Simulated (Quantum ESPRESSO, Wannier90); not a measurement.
**HfBrN (R-3m): Wannier90 run**

Cell from Materials Project (mp-30302), symmetrised, no further relaxation. Not found in the COD (Crystallography Open Database) copy used, which has the formula in other groups; not checked further. Computed values, not measurements, from PBEsol: Quantum ESPRESSO (norm-conserving PseudoDojo potentials, cutoff 68 Ry, spinors with spin-orbit coupling) on a Γ-centred 4×4×4 mesh, then Wannier90. Density: 10×10×10 mesh, cold smearing 0.01 Ry. The cell is built of weakly bound layers, chains or molecules. Database cells relaxed without dispersion often hold them too far apart, which can enlarge gaps and weakens couplings between them; spacing and stacking were not compared with the measured crystal.

On the energy scale of pw.x, whose zero is arbitrary, the valence-band maximum lies at 8.14 eV.

Input w.win:

```
num_bands = 76
num_wann = 44
exclude_bands = 1-24
spinors = true
num_iter = 0
conv_tol = 1.0e-6
conv_window = 4
dis_num_iter = 1000
dis_conv_tol = 1.0e-6
dis_froz_max = 11.46
write_hr = true
write_u_matrices = true
begin projections
Hf: d
Br: p
N: p
end projections
begin unit_cell_cart
ang
   -1.8022549506    3.1215971426    0.0000000000
   -3.6045099012    0.0000000000    0.0000000000
   -1.8022549506    1.0405323809   10.0658230000
end unit_cell_cart
begin atoms_frac
Hf  -0.2092300000 -0.2092300000 -0.3723100000
Hf   0.2092300000  0.2092300000  0.3723100000
Br  -0.3920030000 -0.3920030000  0.1760090000
Br   0.3920030000  0.3920030000 -0.1760090000
N   -0.1382300000 -0.1382300000  0.4146900000
N    0.1382300000  0.1382300000 -0.4146900000
end atoms_frac
mp_grid = 4 4 4
begin kpoints
0.0000000000 0.0000000000 0.0000000000
0.0000000000 0.0000000000 0.2500000000
0.0000000000 0.0000000000 0.5000000000
... (61 more lines: the 4x4x4 mesh through Gamma)
end kpoints
```

Input of pw2wannier90.x that gives the overlap and projection files (equivalent; here they were cut from one run over all bands):

```
&inputpp
  outdir = './out'
  prefix = 'pwscf'
  seedname = 'w'
  write_amn = .true.
  write_mmn = .true.
/
```

Output w.wout (banner and timings cut):

```
                                    ------
                                    SYSTEM
                                    ------

                              Lattice Vectors (Ang)
                    a_1    -1.802255   3.121597   0.000000
                    a_2    -3.604510   0.000000   0.000000
                    a_3    -1.802255   1.040532  10.065823

                   Unit Cell Volume:     113.25891  (Ang^3)

                        Reciprocal-Space Vectors (Ang^-1)
                    b_1     0.000000   2.012811  -0.208070
                    b_2    -1.743146  -1.006406  -0.208070
                    b_3     0.000000   0.000000   0.624210

 *----------------------------------------------------------------------------*
 |   Site       Fractional Coordinate          Cartesian Coordinate (Ang)     |
 +----------------------------------------------------------------------------+
 | hf   1  -0.20923  -0.20923  -0.37231   |    1.80225  -1.04053  -3.74761    |
 | hf   2   0.20923   0.20923   0.37231   |   -1.80225   1.04053   3.74761    |
 | br   1  -0.39200  -0.39200   0.17601   |    1.80225  -1.04053   1.77168    |
 | br   2   0.39200   0.39200  -0.17601   |   -1.80225   1.04053  -1.77168    |
 | n    1  -0.13823  -0.13823   0.41469   |    0.00000   0.00000   4.17420    |
 | n    2   0.13823   0.13823  -0.41469   |    0.00000  -0.00000  -4.17420    |
 *----------------------------------------------------------------------------*
                                ------------
                                K-POINT GRID
                                ------------

             Grid size =  4 x  4 x  4      Total points =   64

 *---------------------------------- MAIN ------------------------------------*
 |  Number of Wannier Functions               :                44             |
 |  Number of Objective Wannier Functions     :                44             |
 |  Number of input Bloch states              :                76             |
 |  Output verbosity (1=low, 5=high)          :                 1             |
 |  Timing Level (1=low, 5=high)              :                 1             |
 |  Optimisation (0=memory, 3=speed)          :                 3             |
 |  Length Unit                               :               Ang             |
 |  Post-processing setup (write *.nnkp)      :                 F             |
 |  Using Gamma-only branch of algorithms     :                 F             |
 *----------------------------------------------------------------------------*
 *------------------------------- WANNIERISE ---------------------------------*
 |  Total number of iterations                :                 0             |
 |  Number of CG steps before reset           :                 5             |
 |  Trial step length for line search         :             2.000             |
 |  Convergence tolerence                     :         0.100E-05             |
 |  Convergence window                        :                 4             |
 |  Iterations between writing output         :                 1             |
 |  Iterations between backing up to disk     :               100             |
 |  Write r^2_nm to file                      :                 F             |
 |  Write xyz WF centres to file              :                 F             |
 |  Write on-site energies <0n|H|0n> to file  :                 F             |
 |  Use guiding centre to control phases      :                 F             |
 |  Use phases for initial projections        :                 F             |
 *----------------------------------------------------------------------------*
 *------------------------------- DISENTANGLE --------------------------------*
 |  Using band disentanglement                :                 T             |
 |  Total number of iterations                :              1000             |
 |  Mixing ratio                              :             0.500             |
 |  Convergence tolerence                     :         1.000E-06             |
 |  Convergence window                        :                 3             |
 *----------------------------------------------------------------------------*
 *-------------------------------- PLOTTING ----------------------------------*
 |  Plotting Hamiltonian in WF basis          :                 T             |
 *----------------------------------------------------------------------------*

 *---------------------------------- K-MESH ----------------------------------*
 +----------------------------------------------------------------------------+
 |                    Distance to Nearest-Neighbour Shells                    |
 |                    ------------------------------------                    |
 |          Shell             Distance (Ang^-1)          Multiplicity         |
 |          -----             -----------------          ------------         |
 |             1                   0.156052                      2            |
 |             2                   0.312105                      2            |
 |             3                   0.468157                      2            |
 |             4                   0.505884                      6            |
 |             5                   0.513845                      6            |
 |             6                   0.544524                      6            |
 |             7                   0.566444                      6            |
 |             8                   0.621127                      6            |
       ... (lines left out)
 +----------------------------------------------------------------------------+
 | The b-vectors are chosen automatically                                     |
 | The following shells are used:                       1,  4                 |
 +----------------------------------------------------------------------------+
 |                        Shell   # Nearest-Neighbours                        |
 |                        -----   --------------------                        |
 |                          1               2                                 |
 |                          2               6                                 |
 +----------------------------------------------------------------------------+
 | Completeness relation is fully satisfied [Eq. (B1), PRB 56, 12847 (1997)]  |
 +----------------------------------------------------------------------------+
 |                  b_k Vectors (Ang^-1) and Weights (Ang^2)                  |
 |                  ----------------------------------------                  |
 |            No.         b_k(x)      b_k(y)      b_k(z)        w_b           |
 |            ---        --------------------------------     --------        |
 |             1         0.000000    0.000000    0.156052    20.093080        |
 |             2         0.000000    0.000000   -0.156052    20.093080        |
 |             3        -0.435786   -0.251601   -0.052017     1.316415        |
 |             4         0.000000    0.503203   -0.052017     1.316415        |
 |             5        -0.435786    0.251601    0.052017     1.316415        |
 |             6         0.435786    0.251601    0.052017     1.316415        |
 |             7         0.000000   -0.503203    0.052017     1.316415        |
 |             8         0.435786   -0.251601   -0.052017     1.316415        |
 +----------------------------------------------------------------------------+
 |                           b_k Directions (Ang^-1)                          |
 |                           -----------------------                          |
 |            No.           x           y           z                         |
 |            ---        --------------------------------                     |
 |             1         0.000000    0.000000    0.156052                     |
 |             2        -0.435786   -0.251601   -0.052017                     |
 |             3         0.000000    0.503203   -0.052017                     |
 |             4        -0.435786    0.251601    0.052017                     |
 +----------------------------------------------------------------------------+

 Starting a new Wannier90 calculation ...

 Reading overlaps from w.mmn

 Reading projections from w.amn

 *------------------------------- DISENTANGLE --------------------------------*
 +----------------------------------------------------------------------------+
 |                              Energy  Windows                               |
 |                              ---------------                               |
 |                   Outer:    2.47473  to   25.35198  (eV)                   |
 |                   Inner:    2.47473  to   11.46000  (eV)                   |
 +----------------------------------------------------------------------------+
   Number of target bands to extract:   44

                   Unitarised projection of Wannier functions
                   ------------------------------------------
   A_mn = <psi_m|g_n> --> S = A.A^+ --> U = S^-1/2.A
   In dis_project... done
   Using an inner window (linner = T)
   In dis_proj_froz... done

                   Extraction of optimally-connected subspace
                   ------------------------------------------
 +---------------------------------------------------------------------+<-- DIS
 |  Iter     Omega_I(i-1)      Omega_I(i)      Delta (frac.)           |<-- DIS
 +---------------------------------------------------------------------+<-- DIS
       1      66.10182523      63.90577386       3.436E-02    <-- DIS
       2      64.10392626      63.13661798       1.532E-02    <-- DIS
       3      63.49617543      62.68172793       1.299E-02    <-- DIS
       4      62.96350705      62.33838901       1.003E-02    <-- DIS
       5      62.54283416      62.06803696       7.650E-03    <-- DIS
       6      62.21390806      61.84980040       5.887E-03    <-- DIS
       ... (lines left out)
     101      60.16537064      60.16512965       4.006E-06    <-- DIS
       ... (lines left out)
     201      60.14700759      60.14690426       1.718E-06    <-- DIS
       ... (lines left out)
     292      60.14519675      60.14513684       9.961E-07    <-- DIS
     293      60.14518904      60.14512958       9.888E-07    <-- DIS
     294      60.14518147      60.14512244       9.814E-07    <-- DIS

             <<<      Delta < 1.000E-06  over  3 iterations     >>>
             <<< Disentanglement convergence criteria satisfied >>>

        Final Omega_I    60.14512244 (Ang^2)

 +----------------------------------------------------------------------------+

 Writing checkpoint file w.chk... done

 *------------------------------- WANNIERISE ---------------------------------*
 +--------------------------------------------------------------------+<-- CONV
 | Iter  Delta Spread     RMS Gradient      Spread (Ang^2)            |<-- CONV
 +--------------------------------------------------------------------+<-- CONV

 ------------------------------------------------------------------------------
 Initial State
  WF centre and spread    1  (  1.802255, -1.040532, -3.609041 )     1.57403629
  WF centre and spread    2  (  1.802255, -1.040532, -3.609041 )     1.57403622
  WF centre and spread    3  (  1.802255, -1.061198, -3.751393 )     1.56429292
  WF centre and spread    4  (  1.802255, -1.061198, -3.751393 )     1.56429293
  WF centre and spread    5  (  1.802255, -1.019331, -3.751395 )     1.56429727
  WF centre and spread    6  (  1.802255, -1.019331, -3.751394 )     1.56429727
  WF centre and spread    7  (  1.802255, -0.850920, -3.744364 )     1.64233199
  WF centre and spread    8  (  1.802255, -0.850920, -3.744364 )     1.64233325
  WF centre and spread    9  (  1.802255, -1.228858, -3.744421 )     1.64234014
  WF centre and spread   10  (  1.802255, -1.228858, -3.744421 )     1.64234089
  WF centre and spread   11  ( -1.802255,  1.040532,  3.609041 )     1.57403637
  WF centre and spread   12  ( -1.802255,  1.040532,  3.609041 )     1.57403627
  WF centre and spread   13  ( -1.802255,  1.061198,  3.751393 )     1.56429282
  WF centre and spread   14  ( -1.802255,  1.061198,  3.751393 )     1.56429275
  WF centre and spread   15  ( -1.802255,  1.019331,  3.751395 )     1.56429735
  WF centre and spread   16  ( -1.802255,  1.019332,  3.751395 )     1.56429723
  WF centre and spread   17  ( -1.802255,  0.850920,  3.744364 )     1.64233231
  WF centre and spread   18  ( -1.802255,  0.850920,  3.744364 )     1.64233177
  WF centre and spread   19  ( -1.802255,  1.228858,  3.744421 )     1.64234059
  WF centre and spread   20  ( -1.802255,  1.228858,  3.744421 )     1.64233990
  WF centre and spread   21  (  1.802255, -1.040532,  1.757716 )     1.57825589
  WF centre and spread   22  (  1.802255, -1.040532,  1.757716 )     1.57825584
  WF centre and spread   23  (  1.802255, -1.058560,  1.837411 )     1.54556106
  WF centre and spread   24  (  1.802255, -1.058560,  1.837411 )     1.54556106
  WF centre and spread   25  (  1.802255, -1.021648,  1.837408 )     1.54557157
  WF centre and spread   26  (  1.802255, -1.021648,  1.837408 )     1.54557166
  WF centre and spread   27  ( -1.802255,  1.040532, -1.757716 )     1.57825583
  WF centre and spread   28  ( -1.802255,  1.040532, -1.757716 )     1.57825585
  WF centre and spread   29  ( -1.802255,  1.058560, -1.837411 )     1.54556106
  WF centre and spread   30  ( -1.802255,  1.058560, -1.837411 )     1.54556106
  WF centre and spread   31  ( -1.802255,  1.021648, -1.837408 )     1.54557156
  WF centre and spread   32  ( -1.802255,  1.021648, -1.837408 )     1.54557152
  WF centre and spread   33  ( -0.000000, -0.000000,  4.191325 )     1.27315144
  WF centre and spread   34  ( -0.000000,  0.000000,  4.191325 )     1.27315125
  WF centre and spread   35  (  0.000000,  0.027462,  4.148890 )     1.03716346
  WF centre and spread   36  (  0.000000,  0.027462,  4.148890 )     1.03716305
  WF centre and spread   37  (  0.000000, -0.028036,  4.148890 )     1.03718303
  WF centre and spread   38  (  0.000000, -0.028036,  4.148890 )     1.03718260
  WF centre and spread   39  (  0.000000, -0.000000, -4.191325 )     1.27315137
  WF centre and spread   40  (  0.000000, -0.000000, -4.191325 )     1.27315143
  WF centre and spread   41  ( -0.000000, -0.027462, -4.148889 )     1.03716322
  WF centre and spread   42  ( -0.000000, -0.027462, -4.148889 )     1.03716372
  WF centre and spread   43  ( -0.000000,  0.028036, -4.148890 )     1.03718290
  WF centre and spread   44  ( -0.000000,  0.028036, -4.148890 )     1.03718346
  Sum of centres and spreads ( -0.000000,  0.000001,  0.000001 )    64.01674145

      0     0.640E+02     0.0000000000       64.0167414536  <-- CONV
        O_D=      0.0524418 O_OD=      3.8191772 O_TOT=     64.0167415 <-- SPRD
 ------------------------------------------------------------------------------
 Final State
  WF centre and spread    1  (  1.802255, -1.040532, -3.609041 )     1.57403629
  WF centre and spread    2  (  1.802255, -1.040532, -3.609041 )     1.57403622
  WF centre and spread    3  (  1.802255, -1.061198, -3.751393 )     1.56429292
  WF centre and spread    4  (  1.802255, -1.061198, -3.751393 )     1.56429293
  WF centre and spread    5  (  1.802255, -1.019331, -3.751395 )     1.56429727
  WF centre and spread    6  (  1.802255, -1.019331, -3.751394 )     1.56429727
  WF centre and spread    7  (  1.802255, -0.850920, -3.744364 )     1.64233199
  WF centre and spread    8  (  1.802255, -0.850920, -3.744364 )     1.64233325
  WF centre and spread    9  (  1.802255, -1.228858, -3.744421 )     1.64234014
  WF centre and spread   10  (  1.802255, -1.228858, -3.744421 )     1.64234089
  WF centre and spread   11  ( -1.802255,  1.040532,  3.609041 )     1.57403637
  WF centre and spread   12  ( -1.802255,  1.040532,  3.609041 )     1.57403627
  WF centre and spread   13  ( -1.802255,  1.061198,  3.751393 )     1.56429282
  WF centre and spread   14  ( -1.802255,  1.061198,  3.751393 )     1.56429275
  WF centre and spread   15  ( -1.802255,  1.019331,  3.751395 )     1.56429735
  WF centre and spread   16  ( -1.802255,  1.019332,  3.751395 )     1.56429723
  WF centre and spread   17  ( -1.802255,  0.850920,  3.744364 )     1.64233231
  WF centre and spread   18  ( -1.802255,  0.850920,  3.744364 )     1.64233177
  WF centre and spread   19  ( -1.802255,  1.228858,  3.744421 )     1.64234059
  WF centre and spread   20  ( -1.802255,  1.228858,  3.744421 )     1.64233990
  WF centre and spread   21  (  1.802255, -1.040532,  1.757716 )     1.57825589
  WF centre and spread   22  (  1.802255, -1.040532,  1.757716 )     1.57825584
  WF centre and spread   23  (  1.802255, -1.058560,  1.837411 )     1.54556106
  WF centre and spread   24  (  1.802255, -1.058560,  1.837411 )     1.54556106
  WF centre and spread   25  (  1.802255, -1.021648,  1.837408 )     1.54557157
  WF centre and spread   26  (  1.802255, -1.021648,  1.837408 )     1.54557166
  WF centre and spread   27  ( -1.802255,  1.040532, -1.757716 )     1.57825583
  WF centre and spread   28  ( -1.802255,  1.040532, -1.757716 )     1.57825585
  WF centre and spread   29  ( -1.802255,  1.058560, -1.837411 )     1.54556106
  WF centre and spread   30  ( -1.802255,  1.058560, -1.837411 )     1.54556106
  WF centre and spread   31  ( -1.802255,  1.021648, -1.837408 )     1.54557156
  WF centre and spread   32  ( -1.802255,  1.021648, -1.837408 )     1.54557152
  WF centre and spread   33  ( -0.000000, -0.000000,  4.191325 )     1.27315144
  WF centre and spread   34  ( -0.000000,  0.000000,  4.191325 )     1.27315125
  WF centre and spread   35  (  0.000000,  0.027462,  4.148890 )     1.03716346
  WF centre and spread   36  (  0.000000,  0.027462,  4.148890 )     1.03716305
  WF centre and spread   37  (  0.000000, -0.028036,  4.148890 )     1.03718303
  WF centre and spread   38  (  0.000000, -0.028036,  4.148890 )     1.03718260
  WF centre and spread   39  (  0.000000, -0.000000, -4.191325 )     1.27315137
  WF centre and spread   40  (  0.000000, -0.000000, -4.191325 )     1.27315143
  WF centre and spread   41  ( -0.000000, -0.027462, -4.148889 )     1.03716322
  WF centre and spread   42  ( -0.000000, -0.027462, -4.148889 )     1.03716372
  WF centre and spread   43  ( -0.000000,  0.028036, -4.148890 )     1.03718290
  WF centre and spread   44  ( -0.000000,  0.028036, -4.148890 )     1.03718346
  Sum of centres and spreads ( -0.000000,  0.000001,  0.000001 )    64.01674145

         Spreads (Ang^2)       Omega I      =    60.145122444
        ================       Omega D      =     0.052441786
                               Omega OD     =     3.819177224
    Final Spread (Ang^2)       Omega Total  =    64.016741454
```
